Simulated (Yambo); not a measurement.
Yambo run on Li3BrO (anti-perovskite, space group Pm-3m, No. 221). The wavefunctions come from this Quantum ESPRESSO step (LDA, PseudoDojo standard norm-conserving files, scalar-relativistic):

```
&CONTROL
  calculation = 'nscf'
  pseudo_dir = './pseudo'
  outdir = './out'
/
&SYSTEM
  ibrav = 0
  nat = 5
  ntyp = 3
  ecutwfc = 84.0
  ecutrho = 336.0
  occupations = 'fixed'
  force_symmorphic = .true.
  nbnd = 140
/
&ELECTRONS
  conv_thr = 5e-09
  diago_full_acc = .true.
  diago_thr_init = 1e-08
/
ATOMIC_SPECIES
Li 6.9400 Li.upf
O 15.9990 O.upf
Br 79.9040 Br.upf
CELL_PARAMETERS angstrom
  3.948640000000   0.000000000000   0.000000000000
  0.000000000000   3.948640000000   0.000000000000
  0.000000000000   0.000000000000   3.948640000000
ATOMIC_POSITIONS crystal
Li   0.500000000000   0.000000000000   0.000000000000
Li   0.000000000000   0.500000000000   0.000000000000
Li   0.000000000000   0.000000000000   0.500000000000
O   0.000000000000   0.000000000000   0.000000000000
Br   0.500000000000   0.500000000000   0.500000000000
K_POINTS automatic
4 4 4 0 0 0
```

Yambo input:

```
rim_cut
gw0
dyson
el_el_corr
HF_and_locXC
ppa
em1d
RandQpts= 1000000
RandGvec= 1 Ry
EXXRLvcs= 84 Ry
VXCRLvcs= 336 Ry
Chimod= "HARTREE"
% BndsRnXp
 4 | 137 |
%
NGsBlkXp= 10 Ry
% LongDrXp
 1.0 | 1.0 | 1.0 |
%
PPAPntXp= 27.2114 eV
% GbndRnge
 1 | 137 |
%
GTermKind= "BG"
DysSolver= "n"
ExtendOut
% QPkrange
 1 | 1 | 11 | 12 |
 3 | 3 | 11 | 12 |
 6 | 6 | 11 | 12 |
 10 | 10 | 11 | 12 |
%
```

k points by index: 1 = Γ, 3 = X, 6 = M, 10 = R.

The o-*.qp file then holds:

```
#    K-point    Band    Eo [eV]    E [eV]    E-Eo [eV]    Vxc [eV]    Vnlxc [eV]    Sc|Eo [eV]    Sc|E [eV]    dSc/dw|Eo [eV]    Re(Z)    Im(Z)
#
    1    11    -0.415078    -1.701193    -1.286115    -16.84329    -21.77396    3.282651    3.644553    -7.656091    0.780420    -0.001561
    1    12    4.460711    5.433142    0.972430    -10.27032    -5.573869    -3.534680    -3.724019    -5.297615    0.837040    -0.001161
    3    11    -1.125629    -2.421207    -1.295578    -16.49003    -21.88519    3.708860    4.099587    -8.204577    0.768328    -0.002570
    3    12    5.619509    6.626254    1.006745    -8.410232    -3.662860    -3.551995    -3.740626    -5.097874    0.842215    -0.001230
    6    11    0.000000    -1.254808    -1.254808    -17.93525    -23.10352    3.550533    3.913466    -7.869406    0.775674    -0.001574
    6    12    4.251991    5.304922    1.052932    -8.635234    -3.948888    -3.440538    -3.633414    -4.984054    0.845192    -0.001116
    10    11    -0.924992    -2.259843    -1.334851    -17.05697    -22.68999    3.894320    4.298177    -8.231272    0.767753    -0.002032
    10    12    8.024977    9.198135    1.173159    -11.85892    -6.767868    -3.657702    -3.917890    -6.035475    0.818464    0.001002
```
(The two width columns are left out.) Convergence of these settings isn't established.

Spin-orbit coupling is not included.

Geometry of the Materials Project entry, not relaxed at this level.
